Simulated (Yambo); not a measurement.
Yambo run on ZnTe (zinc blende, space group F-43m, No. 216). The wavefunctions are PBE (stringent potentials; Quantum ESPRESSO, PseudoDojo norm-conserving, 107 Ry, no spin-orbit coupling) ones on a 4×4×4 mesh (22 occupied bands); a = 4.288 Å, b = 4.288 Å, c = 4.288 Å, α = 60.00°, β = 60.00°, γ = 60.00°.

Yambo input:

```
rim_cut
gw0
dyson
el_el_corr
HF_and_locXC
cohsex
em1s
RandQpts= 1000000
RandGvec= 1 Ry
EXXRLvcs= 106.6 Ry
VXCRLvcs= 426.4 Ry
Chimod= "HARTREE"
% BndsRnXs
 9 | 257 |
%
NGsBlkXs= 15 Ry
% LongDrXs
 1.0 | 1.0 | 1.0 |
%
ExtendOut
% QPkrange
 1 | 1 | 22 | 23 |
%
```

k points by index: 1 = Γ.

Table of the .qp output:

```
#    K-point    Band    Eo [eV]    E [eV]    E-Eo [eV]    Vxc [eV]    Vnlxc [eV]    Sc|Eo [eV]    Re(Z)    Im(Z)
#
    1    22    0.000000    -2.804982    -2.804982    -15.24199    -17.27603    -0.770941    1.000000    0.000000
    1    23    1.336526    -0.365165    -1.701691    -13.05554    -8.926716    -5.830511    1.000000    0.000000
```
(The two width columns are left out.) Convergence of these settings isn't established.

Geometry relaxed with PBEsol.
